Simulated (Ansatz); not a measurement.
# TiGa3: do energies and stresses tell the same story?

These are results of DFT PBEsol, scalar-relativistic, plane waves, PAW (Ansatz), not measurements.

Settings: cutoff 420 eV, Γ-centred mesh 16×16×16 on the computed 4-atom cell, Gaussian smearing of 0.10 eV; no spin polarisation.

Relaxed cell: I4/mmm, a = 3.746 Å, b = 3.746 Å, c = 8.676 Å, α = 90.00°, β = 90.00°, γ = 90.00°, 4 atoms in the primitive cell. Whether it is the stable form of this composition wasn't checked.

Energies at zero smearing and pressures from the stress tensor, at volumes with shape and atoms relaxed:
```csv
V (Å³/atom),E − E(first) (meV/atom),P (GPa)
14.302,0.00,8.04
14.759,-16.50,3.68
15.215,-21.58,0.00
15.672,-17.00,-3.11
16.128,-4.26,-5.74
```

Q: Check P = −dE/dV between neighbouring volumes, and get the bulk modulus from the pressures alone.

A: With 1 eV/Å³ = 160.2 GPa:
```csv
middle V (Å³/atom),−ΔE/ΔV (GPa),mean P (GPa)
14.531,5.792,5.859
14.987,1.783,1.840
15.444,-1.608,-1.555
15.900,-4.472,-4.424
```

The two differ by 0.07 GPa at most. The mean of two end pressures misses the average over a step by about ΔV² P″/12, up to 0.06 GPa here; with that taken off 0.01 GPa remains. Around V = 15.215 Å³/atom, the two neighbours give B = −V ΔP/ΔV = 15.215 × 6.79 / 0.913 = 113.2 GPa, against B0 = 112.7 GPa from the Birch–Murnaghan fit of the energies.